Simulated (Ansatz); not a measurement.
SrO:
```yaml
crystal:
  lattice:
    - [0.00000, 2.53224, 2.53224]
    - [2.53224, 0.00000, 2.53224]
    - [2.53224, 2.53224, 0.00000]
  atoms:
    - { symbol: Sr, position: [0.50000, 0.50000, 0.50000] }
    - { symbol: O, position: [0.00000, 0.00000, 0.00000] }
```

Relaxed with LDA.

Q: Decompose the optical modes at the zone centre into irreducible representations, and say which are infrared and Raman allowed.

A: Point group m-3m: Γ_opt = T1u. Infrared: T1u. Raman: none.

Q: Assign frequencies (DFPT, plane-wave PAW LDA (Ansatz code); without the LO–TO term).

A: T1u 216 cm⁻¹.

Space group Fm-3m (rock salt). The cell was relaxed with LDA under the symmetry of its start; phonons on a q-mesh show no instability.

Potentials: the later of the program's two PAW sets.
